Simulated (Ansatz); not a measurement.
V2SiN:
```cif
data_N2Si2V4
_chemical_formula_sum 'V4 Si2 N2'
_space_group_name_H-M_alt 'P 1'
_space_group_IT_number 1
_cell_length_a 2.92940
_cell_length_b 2.92940
_cell_length_c 12.06890
_cell_angle_alpha 90.000
_cell_angle_beta 90.000
_cell_angle_gamma 120.000
loop_
_space_group_symop_operation_xyz
  'x, y, z'
loop_
_atom_site_label
_atom_site_type_symbol
_atom_site_fract_x
_atom_site_fract_y
_atom_site_fract_z
_atom_site_occupancy
V1 V 0.66667 0.33333 0.58965 1
V2 V 0.33333 0.66667 0.41035 1
V3 V 0.33333 0.66667 0.08965 1
V4 V 0.66667 0.33333 0.91035 1
Si1 Si 0.66667 0.33333 0.25000 1
Si2 Si 0.33333 0.66667 0.75000 1
N1 N 0.00000 0.00000 0.50000 1
N2 N 0.00000 0.00000 0.00000 1
```

Relaxed with PBE.

Q: Which orbitals make up the states near the Fermi level in PBE (plane waves, PAW; program Ansatz)?

A: Within 0.5 eV of the Fermi level: V 3d 84 %, Si 3p 7 %. Projections are on Löwdin-orthogonalised atomic valence shells; empty p or d shells of many metals are not among them.

Q: Tabulate the density of states.

A: States/eV per cell of 8 atoms, in 0.25 eV bins, energy from the Fermi level.

| E (eV) | total | V 3d | N 2p | Si 3p |
|---|---|---|---|---|
| -7.85 | 1.71 | 0.32 | 0.59 | 0.22 |
| -7.60 | 1.87 | 0.38 | 0.83 | 0.19 |
| -7.35 | 3.22 | 0.70 | 1.57 | 0.25 |
| -7.10 | 6.81 | 1.54 | 3.13 | 0.45 |
| -6.85 | 5.75 | 1.42 | 2.69 | 0.37 |
| -6.60 | 1.05 | 0.27 | 0.49 | 0.06 |
| -6.35 | 3.87 | 1.05 | 2.24 | 0.12 |
| -6.10 | 7.23 | 1.88 | 4.36 | 0.26 |
| -5.85 | 10.25 | 2.88 | 6.51 | 0.30 |
| -5.60 | 10.57 | 3.65 | 6.62 | 0.08 |
| -5.35 | 0.25 | 0.04 | 0.04 | 0.14 |
| -5.10 | 0.55 | 0.10 | 0.06 | 0.34 |
| -4.85 | 1.07 | 0.20 | 0.12 | 0.65 |
| -4.60 | 1.44 | 0.31 | 0.13 | 0.86 |
| -4.35 | 1.56 | 0.39 | 0.10 | 0.88 |
| -4.10 | 1.45 | 0.40 | 0.07 | 0.76 |
| -3.85 | 1.56 | 0.46 | 0.07 | 0.78 |
| -3.60 | 3.64 | 1.23 | 0.22 | 1.76 |
| -3.35 | 7.80 | 3.33 | 0.40 | 3.44 |
| -3.10 | 7.59 | 3.53 | 0.29 | 3.23 |
| -2.85 | 3.99 | 2.67 | 0.06 | 1.01 |
| -2.60 | 4.11 | 3.09 | 0.05 | 0.73 |
| -2.35 | 3.18 | 2.50 | 0.05 | 0.46 |
| -2.10 | 2.43 | 1.99 | 0.04 | 0.27 |
| -1.85 | 2.62 | 2.20 | 0.04 | 0.24 |
| -1.60 | 2.50 | 2.07 | 0.04 | 0.26 |
| -1.35 | 3.40 | 2.81 | 0.07 | 0.35 |
| -1.10 | 3.50 | 2.91 | 0.08 | 0.35 |
| -0.85 | 4.52 | 3.97 | 0.08 | 0.31 |
| -0.60 | 4.08 | 3.49 | 0.11 | 0.32 |
| -0.35 | 4.27 | 3.47 | 0.19 | 0.39 |
| -0.10 | 7.26 | 6.25 | 0.22 | 0.53 |
| 0.15 | 6.83 | 5.78 | 0.25 | 0.49 |
| 0.40 | 6.71 | 5.68 | 0.24 | 0.40 |
| 0.65 | 8.13 | 7.08 | 0.36 | 0.35 |
| 0.90 | 10.70 | 9.60 | 0.45 | 0.31 |
| 1.15 | 10.06 | 8.90 | 0.50 | 0.38 |
| 1.40 | 5.66 | 4.79 | 0.32 | 0.38 |
| 1.65 | 5.48 | 4.32 | 0.36 | 0.58 |
| 1.90 | 6.47 | 4.98 | 0.44 | 0.76 |
| 2.15 | 7.14 | 5.18 | 0.66 | 0.86 |
| 2.40 | 6.42 | 4.23 | 0.82 | 0.67 |
| 2.65 | 9.45 | 6.16 | 1.12 | 0.75 |
| 2.90 | 9.24 | 5.82 | 1.25 | 0.80 |
| 3.15 | 7.53 | 4.47 | 1.25 | 0.85 |
| 3.40 | 5.31 | 3.04 | 1.09 | 0.57 |
| 3.65 | 4.32 | 2.33 | 0.73 | 0.57 |

Space group P6_3/mmc. The start of the workflow was typed in or built on a structure type; neither database checked (COD, Materials Project) lists it. Its standing as an ambient phase is unchecked. The cell was relaxed with PBE under the symmetry of its start; whether a distortion lowers the energy is not shown. The workflow began spin-polarised and lost its moments.

Potentials: the later of the program's two PAW sets.
